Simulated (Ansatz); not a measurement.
**Every step of a relaxation of diamond Si (110), 2 layers**

DFT, PBE, PAW with Ansatz's default frozen-core files, scalar-relativistic (Ansatz 0.2.0); a Γ-centred 8×6×1 k mesh, Fermi–Dirac smearing of 0.02 eV, no spin polarisation. The run relaxes the atoms in the fixed cell.

Command: `ansatz run input.yaml --threads 1 --pin off --max-ram 3584MiB --backend cpu --events-out ev --progress --plain --runs-dir out` It took 27 s on 1 thread of Intel(R) Xeon(R) 6975P-C (Granite Rapids) (shared host), peak memory 0.54 GiB.

```yaml
crystal:
  lattice:
    - [3.8685410222, 0.0, 0.0]
    - [0.0, 5.4709431802, 0.0]
    - [0.0, 0.0, 17.9343]
  atoms:
    - { symbol: Si, position: [0.0, 0.375, 0.4460734316] }
    - { symbol: Si, position: [0.5, 0.125, 0.4460734316] }
    - { symbol: Si, position: [0.5, 0.875, 0.5539265684] }
    - { symbol: Si, position: [0.0, 0.625, 0.5539265684] }
kpoints:
  mp_grid: { grid: [8, 6, 1] }
scf:
  occupations: { method: fermi_dirac, width: 0.02 }
hamiltonian:
  xc: pbe
  pseudopotentials: { kind: paw }
output:
  forces: true
  stress: true
  eigenvalues: true
  write_density: true
  write_potential: true
  elf: true
  volumetric_format: npy
relax:
  f_tol: 0.01
  max_steps: 40
efield:
  axis: 3
  amplitude: 0
  dipole_correction: true
```

Each step lists its free energy a cell above the last geometry, and Cartesian positions (Å) with forces (eV/Å).

The first step:

```
step 1  dF = 133.67 meV
  Si 0.0000 2.0516 8.0000   0.0000 -0.1450 0.5179
  Si 1.9343 0.6839 8.0000   0.0000 0.1450 0.5179
  Si 1.9343 4.7871 9.9343   0.0000 -0.1450 -0.5179
  Si 0.0000 3.4193 9.9343   0.0000 0.1450 -0.5179
```

Real surfaces of this kind reconstruct, which a 1×1 cell forbids.

Question: Where does the relaxation end, and by which steps?

Answer: After 6 geometries, with a shortest distance of 2.261 Å. The further steps:
```
step 2  dF = 39.17 meV
  Si 0.0000 2.0274 8.0506   0.0000 -0.0452 0.3313
  Si 1.9343 0.7080 8.0506   0.0000 0.0452 0.3313
  Si 1.9343 4.7629 9.8837   0.0000 -0.0452 -0.3313
  Si 0.0000 3.4435 9.8837   0.0000 0.0452 -0.3313
step 3  dF = 8.44 meV
  Si 0.0000 2.0016 8.1272   0.0000 -0.1356 -0.1940
  Si 1.9343 0.7338 8.1272   0.0000 0.1356 -0.1940
  Si 1.9343 4.7371 9.8071   0.0000 -0.1355 0.1940
  Si 0.0000 3.4693 9.8071   0.0000 0.1355 0.1940
step 4  dF = 1.08 meV
  Si 0.0000 1.9991 8.1095   0.0000 0.0820 -0.0028
  Si 1.9343 0.7364 8.1095   0.0000 -0.0820 -0.0028
  Si 1.9343 4.7346 9.8248   0.0000 0.0820 0.0028
  Si 0.0000 3.4719 9.8248   0.0000 -0.0820 0.0028
step 5  dF = 1.55 meV  (not accepted)
  Si 0.0000 2.0131 8.0973   0.0000 -0.0919 0.0105
  Si 1.9343 0.7223 8.0973   0.0000 0.0919 0.0105
  Si 1.9343 4.7486 9.8370   0.0000 -0.0919 -0.0105
  Si 0.0000 3.4578 9.8370   0.0000 0.0919 -0.0105
step 6  dF = 0.00 meV
  Si 0.0000 2.0054 8.1040   0.0000 0.0026 0.0021
  Si 1.9343 0.7300 8.1040   0.0000 -0.0026 0.0021
  Si 1.9343 4.7409 9.8303   0.0000 0.0026 -0.0021
  Si 0.0000 3.4655 9.8303   0.0000 -0.0026 -0.0021
```
